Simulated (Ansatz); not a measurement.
A geometry of Te away from equilibrium: step 2 of the relaxation of a relaxed Te cell, doubled along one cell vector, shaken by Gaussian noise of σ = 0.08 Å a coordinate. Method: PBEsol (plane waves to 420 eV, PAW, scalar-relativistic; Ansatz, a first-principles code). Γ-centred k-mesh 3×6×3 on the run's cell (coarser than for final values), Fermi–Dirac smearing 0.05 eV.

```xyz
8
Lattice="7.4741 -0.0112 0.0058 -0.0059 3.9671 0.0025 0.0067 0.0055 8.5347" Properties=species:S:1:pos:R:3:forces:R:3 pbc="T T T" free_energy=-55211.770 pressure_GPa=-0.7
Te     5.6616    -0.0103     0.7740    0.0973   -0.0070    0.1249
Te     5.6200     0.0127     5.0251   -0.0418    0.0092    0.2256
Te     1.9483    -0.0300     3.4610   -0.0097    0.0409    0.0182
Te     1.8806     0.0457     7.7478   -0.1267    0.0116   -0.0439
Te     3.8310     2.1003     2.1354    0.0460   -0.0392   -0.0137
Te     3.6652     2.0924     6.5283    0.1649    0.0392   -0.1428
Te     0.1078     1.8114     2.1298   -0.1082    0.0060   -0.1103
Te    -0.0793     1.9894     6.3093   -0.0218   -0.0606   -0.0579
```

Positions in Å, forces in eV/Å, free energy of the cell in eV (comparable only within this code, potentials and settings). Largest force: 0.23 eV/Å, on Te2, Te6 (atoms numbered as listed); the geometry lies 0.02 eV/atom above the end of its relaxation.

No spin polarisation in the result.

The end of the path is a generated cell of Te: the first start was made by a random draw of sites in a space group, and the end was not matched to a known phase here, so it may be hypothetical. Known forms of Te include space group No. 152.
